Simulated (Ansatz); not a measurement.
## How much area does a storage capacitor need?

Candidates compared on computed values. A storage capacitor needs a fixed capacitance, and at a given film thickness the permittivity sets the area; how thin a film may be depends on its barriers, which grow with the gap.

The yardstick is sapphire. Film 6 nm, capacitance 8 fF, 0.6 V across it, a pillar 20 nm in diameter (0.0628 μm around).

**Data**

Where the numbers come from (Ansatz, a plane-wave PAW program): ε₀: LDA, linear response, mean over directions (which differ by under 30 %); gap: HSE06, on its own or a semilocal cell; the largest Born charge: LDA, a third of the trace, mean by element; E above lowest phase: r²SCAN, against the lowest phase of the formula computed here. Cells of the HSE06 gaps: its own cell for GaN, sapphire, AlN; the PBEsol cell for Ga3AlN4 (P-43m, cP8).

Model: C/A = 8.854 ε₀/t; height = C/(C/A)/perimeter; equivalent oxide thickness = 3.9 t/ε₀; charge = (C/A) × V, with 1 fF·V/μm² = 0.1 μC/cm².

```tsv
crystal	ε₀ (static)	E_g (eV)	largest Born charge (e)	E above lowest phase (meV/atom)	capacitance (fF/μm²)	pillar height (μm)	EOT (nm)	charge (μC/cm²)
GaN (zinc blende)	10.1	3.00	2.6	7	14.90	8.5	2.32	0.89
sapphire (α-Al2O3), reference	10.0	8.16	3.0	0	14.76	8.6	2.34	0.89
Ga3AlN4 (P-43m, cP8)	9.56	3.62	2.6	–	14.11	9.0	2.45	0.85
AlN (wurtzite)	8.53	5.62	2.6	0	12.59	10	2.74	0.76
```

Runs started from generated or typed cells of the structure named: GaN; sapphire (for some of its values); AlN. No claim is made that these are known or stable phases: Ga3AlN4 (P-43m, cP8). Spin–orbit coupling is left out unless named; it moves the gap of GaN, Ga3AlN4 (P-43m, cP8) by under 0.05 eV.

**Worked example**

Arithmetic for Ga3AlN4 (P-43m, cP8):

- C/A = 8.854 × 9.56/6 = 14.11 fF/μm²
- pillar height: 8/14.11/0.0628 = 9.0 μm
- EOT: 3.9 × 6/9.56 = 2.45 nm
- charge: 0.1 × 14.11 × 0.6 = 0.85 μC/cm²

For sapphire, step by step:

1. C/A = 8.854 × 10.0/6 = 14.76 fF/μm²
2. pillar height: 8/14.76/0.0628 = 8.6 μm
3. EOT: 3.9 × 6/10.0 = 2.34 nm
4. charge: 0.1 × 14.76 × 0.6 = 0.89 μC/cm²

**Result**

In order of pillar height, lowest first: GaN (8.5 ± 1.1) ≈ sapphire (8.6 ± 1.2) ≈ Ga3AlN4 (P-43m, cP8) (9.0 ± 1.2) ≈ AlN (10 ± 1.4). The ± follows from allowances picked for this note (ε₀ 12 %, 6 % for the model), carried to first order and added in quadrature; ≈ joins neighbours closer than their two ± added in quadrature. 0 of the 3 others clearly beat the reference on this figure.

**Caveats**

ε₀ near a polar instability depends steeply on volume, functional and temperature; interfacial dead layers lower it in films, and curvature is ignored. HSE06 gaps come from coarse meshes and special points. Where several phases of a formula are at hand, those over 0.1 eV/atom above the lowest were not drawn (by r²SCAN where it compared them, else by the largest value; a layered or molecular lowest phase counts only with a dispersion term); other phases could lie lower still. Crystals of Pb, Bi, Tl or Hg, those whose gap spin–orbit coupling moves by over 0.3 eV, and those of Te, I or Sb with no such test at hand were not drawn. Values belong to the structures named, which need not be the stable ones; other polymorphs differ. Rows were sampled with a lean to familiar crystals, related or not, whatever their agreement with measurement; tables with many equal figures were not kept. Limits of the draw: gap over 2.8 eV, ε₀ of 8 to 250, no mode under 5 cm⁻¹; for ε, a gap over 0.5 eV at its level, values under 300, no layered crystals; no unfamiliar magnets, and cubic perovskites only if shown or known to be stable. As a rule kept out of such tables: 4f compounds, open-shell compounds run without a Hubbard term, cells found unstable in the tests at hand, cells close to a higher symmetry, and runs set to a pressure or over 12 % in volume from the crystal's fullest run. A dash marks a value that is not given here.
